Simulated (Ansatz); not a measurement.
Structure optimisation: zirconium, beta-Sn type

All numbers below come from DFT, BLYP, plane waves (420 eV) with PAW, scalar-relativistic in Ansatz. The PAW files were generated under PBE, with cores re-solved for the functional.

k-point mesh 12×12×8, Fermi-Dirac smearing 0.1 eV, no spin polarisation. Cell and atoms relax.

Starting structure:

```yaml
crystal:
  lattice:
    - [-2.8183043902, 2.8183043902, 1.538794197]
    - [2.8183043902, -2.8183043902, 1.538794197]
    - [2.8183043902, 2.8183043902, -1.538794197]
  atoms:
    - { symbol: Zr, position: [0.0, 0.0, 0.0] }
    - { symbol: Zr, position: [0.75, 0.25, 0.5] }
hamiltonian:
  xc: blyp
  pseudopotentials:
    kind: paw
    azcp:
      Zr: "pseudopotentials/Zr.paw.azcp"
basis:
  ecutwfc: 420
  fft_grid_basis: typed
kpoints:
  mp_grid: { grid: [12, 12, 8], shift: [0, 0, 0] }
magnetization:
  spin_polarized: false
scf:
  occupations: { method: fermi_dirac, width: 0.1 }
relax:
  max_steps: 60
  f_tol: 0.01
  cell: {}
```

Q: What cell does the relaxation end in?

A: I4_1/amd with a = 5.657 Å, c = 3.084 Å (c/a = 0.545); 24.67 Å³ per atom against 24.44 at the start (0.9 %).

Q: How much energy does the relaxation gain?

A: 0.5 meV per atom.

Path of the relaxation (the plane waves are chosen anew near the end, which can shift the energy a little):

```csv
step,E − E(final) (meV/atom),V (Å³/atom),P (GPa),max force (eV/Å)
0,0.47,24.445,0.67,0.002
1,0.42,24.864,-0.57,0.003
2,0.03,24.670,-0.01,0.000
3,0.03,24.667,0.00,0.000
4,0.00,24.667,0.00,0.000
```

The k-point mesh keeps fewer symmetry operations than the starting structure has, so the cell can leave it.
